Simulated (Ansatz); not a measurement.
Data:

RuRhN2:
```yaml
crystal:
  lattice:
    - [1.40293, 0.80998, 6.41418]
    - [-1.40293, 0.80998, 6.41418]
    - [0.00000, -1.61997, 6.41418]
  atoms:
    - { symbol: Ru, position: [0.50000, 0.50000, 0.50000] }
    - { symbol: Rh, position: [0.00000, 0.00000, 0.00000] }
    - { symbol: N, position: [0.89969, 0.89969, 0.89969] }
    - { symbol: N, position: [0.10031, 0.10031, 0.10031] }
```

This is the PBE-relaxed structure.

**Question.** All from the program Ansatz at the PBE level (PAW), unless another level is named. Predict the electronic character.

**Answer.** metallic (no gap).

**Question.** Predict the formation energy from the elements (no fitted shifts).

**Answer.** 481 meV/atom.

**Question.** And the density of states at the Fermi level?

**Answer.** 1.1 states/eV per atom (mean over ±0.08 eV).

Space group R-3m. The start of the workflow was typed in or built on a structure type; neither database checked (COD, Materials Project) lists it. Whether it is the stable phase at ambient conditions was not checked. Symmetry was held in the PBE relaxation; its stability against distortions is not shown here. The workflow began spin-polarised and lost its moments. Its formation energy is positive at this level, so the cell may be metastable or incomplete. The references are the lowest solids computed at this level, not always the standard phases (solids in place of the gases). Spin–orbit coupling is left out wherever it is not named.

Potentials: the earlier of the program's two PAW sets.
